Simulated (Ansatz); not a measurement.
A scan (energy against volume; even scaling of the relaxed cell, symmetry kept) gave these values. Level of theory: PBEsol (plane waves to 420 eV, PAW, scalar-relativistic; Ansatz, a first-principles code).

The bulk modulus at fixed cell shape B₀ (third-order Birch-Murnaghan fit) is 128 GPa and the pressure derivative B₀′ (fit) comes out as 3.1. The equilibrium volume of the fit is 12.00 Å³/atom.

### Question
Of these crystals, all scanned alike, which one is it?
A) V₅Si₃ (space group I4/mcm)
B) Nb₂O₅ (space group C2/c)
C) Mo₃Te₄ (space group R-3)

### Answer
B, Nb₂O₅ (space group C2/c). The others have, for the bulk modulus at fixed cell shape: V5Si3 208 GPa, Mo3Te4 42.9 GPa

All were relaxed with their symmetry unable to fall. At this level the bands of Mo3Te4 touch or barely overlap. Mo3Te4 is run without spin polarisation. Nb2O5 is run without spin polarisation. Spin-orbit coupling is left out. V5Si3 is run without spin polarisation. With the shape held, the modulus is that of even scaling; a crystal free to change shape is softer.

(A scan under strain: stresses follow from slopes of the energy per volume, elastic moduli from its curvatures.)
